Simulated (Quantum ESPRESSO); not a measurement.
**Electric field gradients in KTaO3 (changed cell)**

```
KTaO3
1.0
    4.01485     0.00000     0.00000
    0.00000     4.01485     0.00000
    0.00000     0.00000     3.95493
K Ta O
1 1 3
Direct
  0.50000   0.50000   0.50000
  0.00000   0.00000   0.00000
  0.00000   0.50000   0.00000
  0.50000   0.00000   0.00000
  0.00000   0.00000   0.50000
```
The cell was made here from a computed Materials Project entry: strained by -1 % along the cube axis and by +0.5 % across it, atoms relaxed (PBE without dispersion, pw.x of a modified build of Quantum ESPRESSO, symmetry kept). The parent is KTaO3 in Pm-3m. Stability against distortions was not tested. The run has no spin polarisation.

Convention: |Vzz| is the largest principal value, η_Q = (Vxx − Vyy)/Vzz, |C_Q| = |eQVzz/h|. Cores are frozen. Against all-electron runs on small test molecules, this scheme's |Vzz| missed by −2 to +6 % on O. Ta had no test against all-electron runs. Spin–orbit coupling is left out, a limit on Ta.

Quadrupole moments taken as inputs (sizes, barn, from the tables of PySCF and pymatgen): ³⁹K 0.0585, ¹⁸¹Ta 3.17, ¹⁷O 0.0256.

What do the calculations give at each independent site (field gradients by the PAW reconstruction of the field gradient on a scalar-relativistic PBE ground state (Quantum ESPRESSO, JTH datasets), 22.5 Ha, k-mesh 6×6×6 through Γ)?


| site | site symmetry | Vzz (a.u.) | η_Q | ∣C_Q∣ (MHz) |
|---|---|---|---|---|
| K (atom 1) | 4/mmm | under 0.02 | – | under 0.27 (³⁹K) |
| Ta (atom 2) | 4/mmm | -0.808 | 0.00 | 602 (¹⁸¹Ta) |
| O1 (atoms 3, 4) | mmm | 0.250 | 0.16 | 1.51 (¹⁷O) |
| O2 (atom 5) | 4/mmm | 0.157 | 0.00 | 0.94 (¹⁷O) |
